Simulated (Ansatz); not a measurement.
CaC$_{2}$ in space group C2/c (No. 15; Ca on 4e, C on 8f), DFT-PBE in the program Ansatz with PAW potentials, all energies at zero smearing, with the estimated change up to a 700 eV cutoff added, with one set of potentials and settings (totals compare only within such a set). Cell of 6 atoms (2 Ca, 4 C): -4637.472 eV.

| element | reference phase | E (eV/atom) |
|---|---|---|
| Ca | Fm-3m, 1 atoms in the cell | -1816.8597 |
| C | P6_3/mmc, 4 atoms in the cell | -250.9479 |

Formation energy per atom, worked out: (-4637.472 − 2×(-1816.8597) − 4×(-250.9479))/6 = 0.006 eV/atom (1 kJ per mol of atoms), at 0 K, without zero-point energy or fitted corrections.

The first step of the workflow began from a Materials Project structure, measured or hypothetical; the Crystallography Open Database copy checked does not list it. COD files the formula under space group No. 2, so this cell is another polymorph or a model. Whether it is the stable phase at ambient conditions was not checked. Symmetry was held in the PBE relaxation; whether a distortion lowers the energy is not shown. The references are the lowest solids computed at this level, not always the standard phases.

Potentials: the later of the program's two PAW sets.
